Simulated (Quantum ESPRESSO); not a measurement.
AlZnGaF7Cl, finding a planted mistake in a log

Simulated, not a measurement. The program is pw.x of Quantum ESPRESSO 7.5 (plane-wave density functional theory). The cell is made up: 11 atoms on a rutile lattice with one site empty, with randomly drawn elements, strain and displacements, not relaxed. PseudoDojo standard norm-conserving files (v0.5 for PBE, v0.4.1 for LDA and PBEsol) set the functional; there is no spin polarisation, spin-orbit coupling or dispersion term, and the masses in the input are unused placeholders.

Intended input:

```
&control calculation='scf', pseudo_dir='./dojo.nc.sr.pbe.v0_5.standard.upf', outdir='./o', disk_io='low', tprnfor=.true., tstress=.true. /
&system ibrav=0, nat=11, ntyp=5, nbnd=52, ecutwfc=84.00895049, nosym=.true., tot_charge=0,
 occupations='smearing', smearing='fd', degauss=0.0018374661
/
&electrons conv_thr=7.350e-09, electron_maxstep=60, /
ATOMIC_SPECIES
Al 1.0 Al.upf
Cl 1.0 Cl.upf
F 1.0 F.upf
Ga 1.0 Ga.upf
Zn 1.0 Zn.upf
CELL_PARAMETERS angstrom
4.5302 0.0629 0.0079
0.0629 4.6322 -0.0027
0.0104 -0.0036 6.2187
ATOMIC_POSITIONS angstrom
Al 2.3176 2.3387 1.5499
Zn 0.0839 -0.0445 3.081
Ga 2.2389 2.3077 4.7567
F 1.4222 1.4059 -0.0125
F 3.0222 3.3677 -0.0665
F 3.5953 1.0019 1.6586
F 0.8949 3.7036 1.5778
F 1.3835 1.5137 3.1484
Cl 3.3251 3.0896 3.1723
F 3.663 1.0229 4.7295
F 1.0021 3.6531 4.7329
K_POINTS automatic
5 5 4 1 1 1
```

The log is shortened where brackets say so; the opening notice, blank lines, dates and the lines on written files are dropped, and the path of the files is cut. It prints rydbergs, bohrs and kilobars, and counts compression as positive stress. Where no state is partly filled, the Fermi energy that it prints is only some level between the filled and the empty states on the mesh, and need not lie in the true gap.

Log of the intended run:

```
     Program PWSCF v.7.5
     Parallel version (MPI & OpenMP), running on       4 processor cores
     Number of MPI processes:                 4
     Threads/MPI process:                     1
     [start-up lines left out]
     bravais-lattice index     =            0
     lattice parameter (alat)  =       8.5617  a.u.
     unit-cell volume          =     880.4761 (a.u.)^3
     number of atoms/cell      =           11
     number of atomic types    =            5
     number of electrons       =        92.00
     number of Kohn-Sham states=           52
     kinetic-energy cutoff     =      84.0090  Ry
     charge density cutoff     =     336.0358  Ry
     scf convergence threshold =      7.3E-09
     mixing beta               =       0.7000
     number of iterations used =            8  plain     mixing
     Exchange-correlation= PBE
                           (   1   4   3   4   0   0   0)
     [axes and pseudopotential details left out]
   Cartesian axes
     site n.     atom                  positions (alat units)
         1        Al     tau(   1) = (   0.5115388   0.5161960   0.3420927  )
         2        Zn     tau(   2) = (   0.0185183  -0.0098220   0.6800358  )
         3        Ga     tau(   3) = (   0.4941682   0.5093537   1.0498950  )
         4        F      tau(   4) = (   0.3139068   0.3103091  -0.0027590  )
         5        F      tau(   5) = (   0.6670576   0.7433160  -0.0146778  )
         6        F      tau(   6) = (   0.7935517   0.2211386   0.3660849  )
         7        F      tau(   7) = (   0.1975216   0.8174556   0.3482507  )
         8        F      tau(   8) = (   0.3053650   0.3341026   0.6949123  )
         9        Cl     tau(   9) = (   0.7339134   0.6819340   0.7001875  )
        10        F      tau(  10) = (   0.8084944   0.2257737   1.0438914  )
        11        F      tau(  11) = (   0.2211827   0.8063093   1.0446419  )
     number of k points=    50  Fermi-Dirac smearing, width (Ry)=  0.0018
                       cart. coord. in units 2pi/alat
        k(    1) = (   0.0985110   0.0965229   0.0909601), wk =   0.0400000
        k(    2) = (   0.0981918   0.0966334   0.2730986), wk =   0.0400000
     [further k points left out]
     Dense  grid:    91585 G-vectors     FFT dimensions: (  50,  54,  72)
     Estimated max dynamical RAM per process >     262.58 MB
     Estimated total dynamical RAM >     983.26 MB
     Initial potential from superposition of free atoms
     starting charge      91.9947, renormalised to      92.0000
     Starting wfcs are   55 randomized atomic wfcs
     total cpu time spent up to now is        3.5 secs
     per-process dynamical memory:   208.9 Mb
     Self-consistent Calculation
     iteration #  1     ecut=    84.01 Ry     beta= 0.70
     Davidson diagonalization with overlap
     ethr =  1.00E-02,  avg # of iterations =  5.5
     total cpu time spent up to now is       11.1 secs
     total energy              =    -953.67689288 Ry
     estimated scf accuracy    <       1.29949477 Ry
     iteration #  2     ecut=    84.01 Ry     beta= 0.70
     Davidson diagonalization with overlap
     ethr =  1.41E-03,  avg # of iterations =  3.5
     total cpu time spent up to now is       18.4 secs
     total energy              =    -954.01168354 Ry
     estimated scf accuracy    <       1.15739924 Ry
     [iterations 3 to 8 left out]
     iteration #  9     ecut=    84.01 Ry     beta= 0.70
     Davidson diagonalization with overlap
     ethr =  7.68E-10,  avg # of iterations =  2.0
     total cpu time spent up to now is       67.0 secs
     total energy              =    -954.25603312 Ry
     estimated scf accuracy    <       0.00000005 Ry
     iteration # 10     ecut=    84.01 Ry     beta= 0.70
     Davidson diagonalization with overlap
     ethr =  5.41E-11,  avg # of iterations =  2.5
     total cpu time spent up to now is       74.0 secs
     End of self-consistent calculation
     [lines on levels left out]
     the Fermi energy is     6.6582 ev
!    total energy              =    -954.25603313 Ry
     estimated scf accuracy    <          3.8E-09 Ry
     smearing contrib. (-TS)   =       0.00000000 Ry
     internal energy E=F+TS    =    -954.25603313 Ry
     The total energy is F=E-TS. E is the sum of the following terms:
     one-electron contribution =    -637.47229671 Ry
     hartree contribution      =     371.80491472 Ry
     xc contribution           =    -176.21877183 Ry
     ewald contribution        =    -512.36987931 Ry
     convergence has been achieved in  10 iterations
     Forces acting on atoms (cartesian axes, Ry/au):
     atom    1 type  1   force =    -0.07450522   -0.03875163   -0.17422609
     atom    2 type  5   force =     0.04533386    0.09759573    0.04694047
     atom    3 type  4   force =    -0.02703416   -0.05922837    0.14194988
     atom    4 type  3   force =     0.02298997    0.02756942    0.05822344
     atom    5 type  3   force =    -0.00459372   -0.04972141    0.07164305
     atom    6 type  3   force =    -0.05217497    0.03672700   -0.02400812
     atom    7 type  3   force =     0.08406590   -0.07085209   -0.02081577
     atom    8 type  3   force =    -0.00823818   -0.01805780   -0.04378920
     atom    9 type  2   force =     0.05025781    0.06360661   -0.02031148
     atom   10 type  3   force =    -0.01658835   -0.00407743   -0.01176583
     atom   11 type  3   force =    -0.01951295    0.01518997   -0.02384035
     Total force =     0.340526     Total SCF correction =     0.000139
     Computing stress (Cartesian axis) and pressure
          total   stress  (Ry/bohr**3)                   (kbar)     P=      114.06
   0.00089951   0.00077072  -0.00006245          132.32      113.38       -9.19
   0.00077072   0.00077319   0.00007625          113.38      113.74       11.22
  -0.00006245   0.00007625   0.00065336           -9.19       11.22       96.11
     init_run     :      3.31s CPU      3.43s WALL (       1 calls)
     electrons    :     70.24s CPU     70.48s WALL (       1 calls)
     forces       :      1.29s CPU      1.30s WALL (       1 calls)
     stress       :      4.27s CPU      4.27s WALL (       1 calls)
     [timing details left out]
     PWSCF        :   1m19.23s CPU   1m19.66s WALL
     JOB DONE.
```

A second run was made from an input with one planted mistake. Its log:

```
     Program PWSCF v.7.5
     Parallel version (MPI & OpenMP), running on       4 processor cores
     Number of MPI processes:                 4
     Threads/MPI process:                     1
     [start-up lines left out]
     bravais-lattice index     =            0
     lattice parameter (alat)  =       8.5617  a.u.
     unit-cell volume          =     880.4761 (a.u.)^3
     number of atoms/cell      =           11
     number of atomic types    =            5
     number of electrons       =        92.00
     number of Kohn-Sham states=           52
     kinetic-energy cutoff     =      42.2617  Ry
     charge density cutoff     =     169.0469  Ry
     scf convergence threshold =      7.3E-09
     mixing beta               =       0.7000
     number of iterations used =            8  plain     mixing
     Exchange-correlation= PBE
                           (   1   4   3   4   0   0   0)
     [axes and pseudopotential details left out]
   Cartesian axes
     site n.     atom                  positions (alat units)
         1        Al     tau(   1) = (   0.5115388   0.5161960   0.3420927  )
         2        Zn     tau(   2) = (   0.0185183  -0.0098220   0.6800358  )
         3        Ga     tau(   3) = (   0.4941682   0.5093537   1.0498950  )
         4        F      tau(   4) = (   0.3139068   0.3103091  -0.0027590  )
         5        F      tau(   5) = (   0.6670576   0.7433160  -0.0146778  )
         6        F      tau(   6) = (   0.7935517   0.2211386   0.3660849  )
         7        F      tau(   7) = (   0.1975216   0.8174556   0.3482507  )
         8        F      tau(   8) = (   0.3053650   0.3341026   0.6949123  )
         9        Cl     tau(   9) = (   0.7339134   0.6819340   0.7001875  )
        10        F      tau(  10) = (   0.8084944   0.2257737   1.0438914  )
        11        F      tau(  11) = (   0.2211827   0.8063093   1.0446419  )
     number of k points=    50  Fermi-Dirac smearing, width (Ry)=  0.0018
                       cart. coord. in units 2pi/alat
        k(    1) = (   0.0985110   0.0965229   0.0909601), wk =   0.0400000
        k(    2) = (   0.0981918   0.0966334   0.2730986), wk =   0.0400000
     [further k points left out]
     Dense  grid:    32655 G-vectors     FFT dimensions: (  36,  40,  50)
     Estimated max dynamical RAM per process >      96.86 MB
     Estimated total dynamical RAM >     363.52 MB
     Check: negative core charge=   -0.000330
     Initial potential from superposition of free atoms
     starting charge      91.9947, renormalised to      92.0000
     Starting wfcs are   55 randomized atomic wfcs
     total cpu time spent up to now is        1.7 secs
     per-process dynamical memory:    78.5 Mb
     Self-consistent Calculation
     iteration #  1     ecut=    42.26 Ry     beta= 0.70
     Davidson diagonalization with overlap
     ethr =  1.00E-02,  avg # of iterations =  5.1
     total cpu time spent up to now is        4.6 secs
     total energy              =    -947.81168932 Ry
     estimated scf accuracy    <       1.68984974 Ry
     iteration #  2     ecut=    42.26 Ry     beta= 0.70
     Davidson diagonalization with overlap
     ethr =  1.84E-03,  avg # of iterations =  3.2
     total cpu time spent up to now is        7.2 secs
     total energy              =    -948.20635646 Ry
     estimated scf accuracy    <       0.79190326 Ry
     [iterations 3 to 8 left out]
     iteration #  9     ecut=    42.26 Ry     beta= 0.70
     Davidson diagonalization with overlap
     ethr =  5.82E-10,  avg # of iterations =  2.0
     total cpu time spent up to now is       24.3 secs
     total energy              =    -948.40840443 Ry
     estimated scf accuracy    <       0.00000004 Ry
     iteration # 10     ecut=    42.26 Ry     beta= 0.70
     Davidson diagonalization with overlap
     ethr =  3.85E-11,  avg # of iterations =  2.1
     total cpu time spent up to now is       26.6 secs
     End of self-consistent calculation
     [lines on levels left out]
     the Fermi energy is     6.2218 ev
!    total energy              =    -948.40840444 Ry
     estimated scf accuracy    <          1.9E-09 Ry
     smearing contrib. (-TS)   =       0.00000000 Ry
     internal energy E=F+TS    =    -948.40840444 Ry
     The total energy is F=E-TS. E is the sum of the following terms:
     one-electron contribution =    -622.53922748 Ry
     hartree contribution      =     360.57651132 Ry
     xc contribution           =    -174.07580895 Ry
     ewald contribution        =    -512.36987933 Ry
     convergence has been achieved in  10 iterations
     Forces acting on atoms (cartesian axes, Ry/au):
     atom    1 type  1   force =    -0.07327805   -0.03906742   -0.17317279
     atom    2 type  5   force =     0.04425447    0.11171896    0.03913931
     atom    3 type  4   force =    -0.01602964   -0.07520690    0.12009333
     atom    4 type  3   force =     0.01573554    0.01911444    0.06958816
     atom    5 type  3   force =    -0.00199486   -0.04765541    0.07650688
     atom    6 type  3   force =    -0.03910716    0.02677283   -0.01769956
     atom    7 type  3   force =     0.07957350   -0.06416122   -0.02139067
     atom    8 type  3   force =    -0.01366406   -0.03165192   -0.03619280
     atom    9 type  2   force =     0.05403069    0.06602548   -0.02078291
     atom   10 type  3   force =    -0.01044674   -0.00947255   -0.01252301
     atom   11 type  3   force =    -0.03907368    0.04358373   -0.02356594
     Total force =     0.338803     Total SCF correction =     0.000242
     Computing stress (Cartesian axis) and pressure
          total   stress  (Ry/bohr**3)                   (kbar)     P=    -3988.62
  -0.02702945   0.00071112  -0.00007633        -3976.17      104.61      -11.23
   0.00071112  -0.02713650   0.00010951          104.61    -3991.92       16.11
  -0.00007633   0.00010951  -0.02717635          -11.23       16.11    -3997.78
     init_run     :      1.54s CPU      1.58s WALL (       1 calls)
     electrons    :     24.81s CPU     24.97s WALL (       1 calls)
     forces       :      0.45s CPU      0.45s WALL (       1 calls)
     stress       :      1.49s CPU      1.49s WALL (       1 calls)
     [timing details left out]
     PWSCF        :     28.38s CPU     28.62s WALL
     JOB DONE.
```

Question: what was wrong in the second input?

Answer: the plane-wave cutoff is too low. The input lines that differ, file-writing options aside:

```
- &system ibrav=0, nat=11, ntyp=5, nbnd=52, ecutwfc=84.00895049, nosym=.true., tot_charge=0,
+ &system ibrav=0, nat=11, ntyp=5, nbnd=52, ecutwfc=42.26172050, nosym=.true., tot_charge=0,
```

|  | intended run | run with the mistake |
| --- | --- | --- |
| free energy (eV) | -12983.315 | -12903.754 |
| smearing term -TS (eV) | 0.0000 | 0.0000 |
| pressure (GPa) | 11.41 | -398.86 |
| largest force component (eV/Å) | 4.480 | 4.452 |
| largest change of a force component (eV/Å) |  | 0.730 |
| iterations | 10 | 10 |

For scale, a rerun of the intended cell at 1437 eV and a 7 x 7 x 6 mesh moved values by no more than 0.004 eV in energy, 0.02 GPa in stress and 0.002 eV/Å in force.